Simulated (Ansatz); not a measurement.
GaSb3: energy against volume and a worked fit

Symmetry: Fm-3m, No. 225, cubic system. The conventional cell has a = 7.461 Å, b = 7.461 Å, c = 7.461 Å, α = 90.00°, β = 90.00°, γ = 90.00°. Around Sb (site symmetry m-3m) lie 8 Sb at 3.23 Å. Sb (site symmetry -43m) has 4 Sb at 3.23 Å and 4 Ga at 3.23 Å as nearest neighbours. Around Ga (site symmetry m-3m) lie 8 Sb at 3.23 Å.

The cell comes from a database or a generator and needn't be the stable form of this composition.

The cell was scaled at fixed shape and fractions and run with Ansatz, Ansatz PAW, cutoff 420 eV; PBE, k mesh 6 × 6 × 6 on the cell of 4 atoms, fermi-dirac occupations of 0.05 eV, no spin polarisation, no spin-orbit coupling. Energies are those that the program minimises, any entropy of the smearing included. For a metal such a mesh isn't converged to the digits shown.

| V (Å³/atom) | energy over the lowest row (meV/atom) |
| --- | --- |
| 24.4024 | 10.219 |
| 24.9216 | ? |
| 25.4408 | 0.000 |
| 25.9600 | 0.154 |
| 26.4792 | 3.344 |
| 26.9984 | 9.307 |
| 27.5176 | 17.836 |

Fit the third-order Birch-Murnaghan form, give V0, B0 and B′, and predict the energy left open.

With y = (V0/V)^(2/3), E = E0 + (9 V0 B0/16) [(y - 1)³ B′ + (y - 1)² (6 - 4y)]. Least squares through the rows shown give V0 = 25.6770 Å³/atom, E0 = -0.329 meV, B0 = 49.26 GPa (1 eV/Å³ = 160.218 GPa) and B′ = 3.78, with a largest miss of 0.013 meV. At V = 24.9216 the form with these constants gives 3.254 meV; the run gave 3.202 meV an atom.
